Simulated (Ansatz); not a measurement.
Computed properties of Si2Mo

Si2Mo:
```
Si2Mo
1.0
    0.00000     3.98065     4.36073
    2.28592     0.00000     4.36073
    2.28592     3.98065     0.00000
Si Mo
4 2
Direct
  0.66411   0.33589   0.66411
  0.33589   0.66411   0.33589
  0.58589   0.91411   0.58589
  0.91411   0.58589   0.91411
  0.00000   0.00000   0.00000
  0.25000   0.25000   0.25000
```

Space group Fddd (No. 70); conventional cell a = 4.572 Å, b = 7.961 Å, c = 8.721 Å, α = β = γ = 90.00°.

Method: the program Ansatz at the PBEsol level (PAW). Geometry: relaxed at this level of theory. Other levels are named where they apply.

**Cell and energy**

- Volume per atom: 13.23 Å³
- Density: 6.37 g/cm³
- Formation energy from the elements (no fitted shifts): -0.53 eV/atom

**Electronic structure**

- Electronic character = metallic (no gap)
- Density of states at the Fermi level = 0.11 states/eV per atom (mean over ±0.08 eV)

**Mechanics**

Bulk modulus (Birch–Murnaghan fit): 211 GPa
Pressure derivative B′: 5.1

The cell is a constructed one: a structure type filled with these elements; neither database checked (COD, Materials Project) lists it. It is not the phase usual at ambient conditions (space group No. 139). The PBEsol relaxation kept the symmetry of its start; its stability against distortions is not shown here. No spin polarisation was allowed. The references are the lowest solids computed at this level, not always the standard phases. Scalar-relativistic: spin–orbit coupling is off unless named, which matters more the heavier the elements.

Potentials: the later of the program's two PAW sets.
